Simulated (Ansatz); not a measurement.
Hf$_{3}$Cu$_{4}$Si$_{2}$:
```cif
data_Cu4Hf3Si2
_chemical_formula_sum 'Hf3 Si2 Cu4'
_space_group_name_H-M_alt 'P-62m'
_space_group_IT_number 189
_space_group_name_Hall 'P -6 -2'
_cell_length_a 6.26590
_cell_length_b 6.26590
_cell_length_c 3.95948
_cell_angle_alpha 90.000
_cell_angle_beta 90.000
_cell_angle_gamma 120.000
loop_
_atom_site_label
_atom_site_type_symbol
_atom_site_symmetry_multiplicity
_atom_site_Wyckoff_symbol
_atom_site_fract_x
_atom_site_fract_y
_atom_site_fract_z
_atom_site_occupancy
Hf1 Hf 3 g 0.41307 0.41307 0.50000 1
Si1 Si 2 c 0.33333 0.66667 0.00000 1
Cu1 Cu 3 f 0.00000 0.24672 0.00000 1
Cu2 Cu 1 b 0.00000 0.00000 0.50000 1
```

This is the r²SCAN-relaxed structure.

### Question
All from r²SCAN in the plane-wave PAW code Ansatz, unless another level is named. Give the electronic character.

### Answer
metallic (no gap).

### Question
And the density of states at the Fermi level?

### Answer
0.34 states/eV per atom (mean over ±0.08 eV).

### Question
Give the formation energy from the elements (no fitted shifts).

### Answer
-0.53 eV/atom.

The workflow started from a Materials Project entry (that database holds measured and hypothetical structures alike); the Crystallography Open Database copy checked does not list it. Its standing as an ambient phase is unchecked. The cell was relaxed with r²SCAN under the symmetry of its start; its stability against distortions is not shown here. The run is not spin-polarised. The references are the lowest solids computed at this level, not always the standard phases. Spin–orbit coupling is left out wherever it is not named.

Potentials: the earlier of the program's two PAW sets.
